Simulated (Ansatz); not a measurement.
Mg₂Si in space group Pn-3m (No. 224; Mg on 4c, Si on 2a), PBE (plane waves, PAW; program Ansatz), all energies at zero smearing, with the estimated change up to a 700 eV cutoff added, with one set of potentials and settings (totals compare only within such a set). Cell of 6 atoms (4 Mg, 2 Si): -8964.327 eV.

```csv
element,reference phase,E (eV/atom)
Mg,"P6_3/mmc, 2 atoms in the cell",-1923.8026
Si,"Fd-3m, 2 atoms in the cell",-635.8096
```

Formation energy per atom, worked out: (-8964.327 − 4×(-1923.8026) − 2×(-635.8096))/6 = 0.417 eV/atom (40 kJ per mol of atoms), at 0 K, without zero-point energy or fitted corrections.

A made-up cell: these elements were put on the sites of a structure type; neither database checked (COD, Materials Project) lists it. It is not the phase usual at ambient conditions (space group No. 225). Symmetry was held in the PBE relaxation; whether a distortion lowers the energy is not shown. The references are the lowest solids computed at this level, not always the standard phases.

Potentials: the later of the program's two PAW sets.
